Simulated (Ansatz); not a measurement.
# Data sheet: ZnAg (DFT)

ZnAg:
```xyz
2
Lattice="2.9645 0.0000 0.0000 0.0000 2.9645 0.0000 0.0000 0.0000 3.3180" Properties=species:S:1:pos:R:3 pbc="T T T"
Zn     1.4823     1.4823     1.6590
Ag     0.0000     0.0000     0.0000
```

Space group P4/mmm (No. 123), L1₀ or tetragonal B2; conventional cell a = b = 2.9645 Å, c = 3.3180 Å, α = β = γ = 90.00°.

Method: LDA in the plane-wave PAW code Ansatz. Structure relaxed to zero pressure with the same functional. Other levels are named where they apply.

**Cell and energy**

```yaml
volume_per_atom: 14.58 Å³
density: 9.87 g/cm³
Formation energy from the elements (no fitted shifts): -65 meV/atom
```

**Electronic structure**

```yaml
electronic_character: metallic (no gap)
Density of states at the Fermi level: 0.24 states/eV per atom (mean over ±0.08 eV)
```

**Mechanics**

```yaml
Bulk modulus (Birch–Murnaghan fit): 129 GPa
Pressure derivative B′: 5.3
Elastic constants (relaxed ions, GPa): C11 = 156, C12 = 111, C13 = 130, C33 = 128, C44 = 70.8, C66 = 53.1
mechanical_stability: marginal (the smallest eigenvalue of C is near zero)
```

**Phonons**

```yaml
highest_zone_centre_frequency: 181 cm⁻¹
zone_centre_stability: no imaginary mode at Γ
```

The workflow started from a Materials Project entry (that database holds measured and hypothetical structures alike); the Crystallography Open Database copy checked does not list it. COD files the formula under space group No. 221. Its standing as an ambient phase is unchecked. The LDA relaxation kept the symmetry of its start. The run is not spin-polarised. As this level gives no gap, shear constants depend on the k-mesh and smearing (Fermi–Dirac, 0.1 eV here). As this level gives no gap, phonon frequencies hold no LO–TO term and depend on the k-mesh and smearing (Fermi–Dirac, 0.1 eV here). Axis ratios of metals converge slowly with the k-mesh, so a and c are less sure than the volume. On the denser mesh and wider smearing of the elastic run this cell carries a stress of 0.3 GPa. The references are the lowest solids computed at this level, not always the standard phases. Scalar-relativistic: spin–orbit coupling is off unless named, which matters more the heavier the elements.

Potentials: the later of the program's two PAW sets.
